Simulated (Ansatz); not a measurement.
**Stationary points along a deformation path in Be**

Level of theory: Ansatz, DFT PBEsol, scalar-relativistic, plane waves, PAW. The runs took a 420 eV cutoff, a Γ-centred 30×30×30 mesh and Gaussian smearing (0.15 eV). No spin polarisation. Energies are free energies at this smearing, counted from the undisturbed cell; pressure is positive in compression.

The starting cell (as given, not relaxed at this level; it stands at -2.0 GPa; this bcc form isn't the usual structure):

```
Be
1.0
    -1.25312    1.25312    1.25312
     1.25312   -1.25312    1.25312
     1.25312    1.25312   -1.25312
Be
1
Direct
  0.00000 0.00000 0.00000
```

At fixed volume and fractional coordinates, lengths along (0.000, 0.000, 1.000) are scaled against those across it; ρ is that ratio over its starting value. V = 7.871 Å³/atom. Δσ is the stress along the axis less the mean stress across it (compression positive).

```csv
ρ,ΔE (meV/atom),Δσ (GPa),space group
0.650,540.3,110.44,I4/mmm
0.707,289.4,73.92,I4/mmm
0.780,112.3,38.18,I4/mmm
0.850,36.3,17.01,I4/mmm
0.920,8.5,6.13,I4/mmm
0.960,2.9,3.32,I4/mmm
1.000,0.0,0.00,Im-3m
1.050,2.0,-2.64,I4/mmm
1.100,6.2,-1.78,I4/mmm
1.200,9.2,2.45,I4/mmm
1.300,-6.5,7.08,I4/mmm
1.414,-18.6,0.02,Fm-3m
1.500,-9.4,-10.22,I4/mmm
```

**Question.** How does the stress give the slope of the energy, and where is the energy stationary?

**Answer.** Along the path d ln(length) is 2/3 d ln ρ on the axis and −1/3 d ln ρ across it, so dE/d ln ρ = −(2/3) V Δσ: the energy falls with ρ where Δσ is positive. Δσ vanishes or changes sign at ρ = 1.000 (Im-3m), a minimum at 0.0 meV/atom; between ρ = 1.100 and 1.200, a maximum (near 1.14 by linear interpolation); at ρ = 1.414 (Fm-3m), a minimum at -18.6 meV/atom. Pairs of stationary points between two samples would go unseen, and could change a minimum read from distant neighbours into a maximum. At ρ = 1.000, 1.414 the cell is cubic, where symmetry alone makes the stress isotropic and the slope zero.

**Question.** Which shear constant sets the curvature at ρ = 1?

**Answer.** For a cubic crystal E/V = (2/3) C (ln ρ)² with C = C′ = (C11 − C12)/2, so Δσ = −2C ln ρ. The parabola of Δσ against ln ρ through ρ = 0.960, 1 and 1.050 gives C ≈ 34 GPa with the ions clamped, rough because the steps are large. It is the stress–strain coefficient at this cell's pressure of -2.0 GPa, not the zero-pressure constant.

**Question.** Integrate that slope from ρ = 1 to 1.200 by the trapezoid rule.

**Answer.** With V/N in Å³ and 1 eV/Å³ = 160.2 GPa the slopes at ρ = 1.000, 1.050, 1.100, 1.200 are 0, 86, 58, -80 meV/atom per unit of ln ρ. The steps add 2.1 + 3.4 + (-0.9) = 4.5 meV/atom, against 9.2 from the energies; the trapezoid rule misses the curvature of the slope within each step.

**Question.** Is the start the lowest point of the path?

**Answer.** No: ρ = 1.414 lies 18.6 meV/atom lower, behind a rise of at least 9.2 meV/atom. Volume and inner coordinates are held, so a relaxed structure there would lie lower still.

In a metal these slopes depend on the k mesh and the smearing.